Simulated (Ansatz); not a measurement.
Data:

Starting cell, ZnS (zinc blende):

```xyz
4
Lattice="0.0000 5.3904 5.3904 2.6952 0.0000 2.6952 2.6952 2.6952 0.0000" Properties=species:S:1:pos:R:3 pbc="T T T"
S      4.0428     4.0428     4.0428
S      4.0428     6.7380     6.7380
Zn     0.0000     0.0000     0.0000
Zn     2.6952     2.6952     5.3904
```

The atoms are displaced by Q × the pattern below (from a DFPT mode at L = (0.5, 0.0, 0.0), largest move 1; Q in Å), at fixed cell. (q is in reciprocal vectors of the primitive cell; the cell shown is doubled to hold the pattern.)

```tsv
atom	x	y	z
S1	-0.141	0.141	0.141
S2	0.141	-0.141	-0.141
Zn3	-0.577	0.577	0.577
Zn4	0.577	-0.577	-0.577
```

Level of theory: r2SCAN (plane waves to 500 eV, PAW, scalar-relativistic; Ansatz, an electronic-structure program). k mesh 11×11×11 (Γ-centred), Fermi-Dirac smearing 0.05 eV. Energies are smeared free energies. The PAW data are Ansatz's earlier set. ZnS was relaxed with its symmetry unable to fall. The zero of ΔE is the undisplaced structure.

The scan covers Q from -0.180 to 0.180 Å in 13 points.

Task: Which space group does the distorted structure have?

Result: R3m (No. 160), lowered from F-43m.

Task: What is the energy change at Q = 0.180 Å?

Result: 307 meV/cell.

Task: What harmonic wavenumber does the curvature at Q = 0 give?

Result: 196 cm⁻¹.

(For displaced atoms, the force is minus the slope of the energy, and its curvature is a force constant, which sets phonon frequencies.)
